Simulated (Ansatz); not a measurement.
Values for one crystal, relaxed and computed with PBEsol in the plane-wave PAW code Ansatz; other levels are named.

| Property | Value |
|---|---|
| Volume per atom | 12.80 Å³ |
| Electronic character | metallic (no gap) |
| Density of states at the Fermi level | 0.23 states/eV per atom (mean over ±0.08 eV) |
| Gap with spin–orbit coupling | none (metallic) |
| Pressure derivative B′ | 4.1 |
| Formation energy from the elements (no fitted shifts) | -2.82 eV/atom |
| Zone-centre stability | no imaginary mode at Γ |

**Question.** Which of these materials gives this?
(A) SrTiHO2, P4/mmm (Sr on 1a, Ti on 1d, O on 2e, H on 1c)
(B) TaTe, CsCl type
(C) TaSnO, P4/nmm (Ta on 2c, Sn on 2a, O on 2c)
(D) CaTaO3, P4mm (Ta on 1b, Ca on 1a, O on 2c, O on 1b)

**Answer.** D, CaTaO3, P4mm (Ta on 1b, Ca on 1a, O on 2c, O on 1b)

The start of the workflow was typed in or built on a structure type; neither database checked (COD, Materials Project) lists it. Its standing as an ambient phase is unchecked. The cell was relaxed with PBEsol under the symmetry of its start. The run is not spin-polarised. The volume moved by -22 % from the start of the relaxation. With an odd number of electrons in the cell and no spin polarisation, the count alone makes it a metal. The references are the lowest solids computed at this level, not always the standard phases (solids in place of the gases). Scalar-relativistic: spin–orbit coupling is off unless named, which matters more the heavier the elements.

Potentials: the earlier of the program's two PAW sets. The files were generated under PBE; for other functionals the program regenerates the frozen cores, and for LDA and PBEsol the local potential too.
